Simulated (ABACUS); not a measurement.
ABACUS run on P (Imma, 2 atoms in the cell; from Materials Project mp-7245, changed as shown): self-consistent single point.

All values come from this method and carry its errors: PBEsol, PseudoDojo 0.4 standard norm-conserving PBEsol (tails mended) pseudopotentials (plane waves; ABACUS).

The change in words: volume scaled by 0.94. Reference geometry (Imma):
```yaml
crystal:
  lattice:
    - [-1.72619, 2.56673, 1.89705]
    - [1.72619, -2.56673, 1.89705]
    - [1.72619, 2.56673, -1.89705]
  atoms:
    - { symbol: P, position: [0.80331, 0.05331, 0.75000] }
    - { symbol: P, position: [0.19669, 0.94669, 0.25000] }
```

Reference input (self-consistent single point, DFT, PBEsol, plane waves, PseudoDojo 0.4 standard norm-conserving PBEsol (tails mended) pseudopotentials): KPT = Gamma 10 10 10 0 0 0; basis_type = pw; ecutwfc = 44 Ry; smearing_method = fd; smearing_sigma = 0.00734986 Ry; potentials = PseudoDojo 0.4 standard norm-conserving PBEsol (tails mended); symmetry = 1; symmetry_prec = 1e-05; ks_solver = dav_subspace; scf_nmax = 100; scf_thr = 1.0e-09 Ry; mixing_type = broyden. This run's input differs from it in these lines:

```diff
@@ -25,5 +25,5 @@
 LATTICE_VECTORS
-  -1.7261860000    2.5667260000    1.8970530000
-   1.7261860000   -2.5667260000    1.8970530000
-   1.7261860000    2.5667260000   -1.8970530000
+  -1.6909480000    2.5143290000    1.8583270000
+   1.6909480000   -2.5143290000    1.8583270000
+   1.6909480000    2.5143290000   -1.8583270000
```

Output, abridged:

```
 SELF-CONSISTENT
 -------------------------------------------
                                 init_chg = atomic

 PW ALGORITHM --------------- ION=   1  ELEC=   1--------------------------------
 Notice: Threshold on eigenvalues was too large.

 Density error is 0.0172521674409
                          Error Threshold = 0.000173560723209
 E_KohnSham     -27.6872915368       -376.7049270876
 E_Fermi        0.7413282142         10.0862878013

 PW ALGORITHM --------------- ION=   1  ELEC=   2--------------------------------

 Density error is 0.00070718467285
                          Error Threshold = 0.000172521674409
   [... lines left out ...]

 Density error is 3.80175772903e-09
                          Error Threshold = 3.20585935509e-09
 E_KohnSham     -27.6876395445       -376.7096619749
 E_Fermi        0.7488219185         10.1882448784

 PW ALGORITHM --------------- ION=   1  ELEC=   6--------------------------------

 Density error is 6.28184668007e-11
                          Error Threshold = 3.80175772903e-11
 E_KohnSham     -27.6876395454       -376.7096619880
 E_KS(sigma->0) -27.6873269744       -376.7054092406
 E_entropy(-TS) -0.0006251421        -0.0085054947
 E_Fermi        0.7488280945         10.1883289074
 charge density convergence is achieved
 final etot is -376.70966199 eV
 EFERMI = 10.188328907 eV

 STATE ENERGY(eV) AND OCCUPATIONS    NSPIN == 1
   [... 12 lines left out ...]

 TOTAL-FORCE (eV/Angstrom)
                        P1         0.0000000000         0.0000000000        -0.4145917012
                        P2         0.0000000000         0.0000000000         0.4145917012

 TOTAL-STRESS (KBAR)
         3.5286867188        -0.0000000000         0.0000000000
         0.0000000000       -17.3204854982         0.0000000000
        -0.0000000000        -0.0000000000        -5.8835469497
 TOTAL-PRESSURE: -6.558449 KBAR

 --------------------------------------------
 !FINAL_ETOT_IS -376.7096619879869763 eV
 --------------------------------------------
```

The run converged in 6 iterations. Against the reference run the free energy falls by 22.2 meV/atom, the pressure goes from -6.13 to -0.66 GPa and the largest force goes from 0.012 to 0.415 eV/Å.

The structure comes from a collection of computed structures, made at another level of theory; the collection holds predicted forms beside known ones. Its lattice was then scaled. No clean gap shows at this smearing width and mesh (spacing up to 0.25 Å⁻¹); the mesh is coarse for partly filled bands, so the values carry mesh errors.

Cost on one core: around 80 core-seconds (rough).

“Tails mended”: in these copies of the files the far tail of each local potential was reset to the Coulomb form.
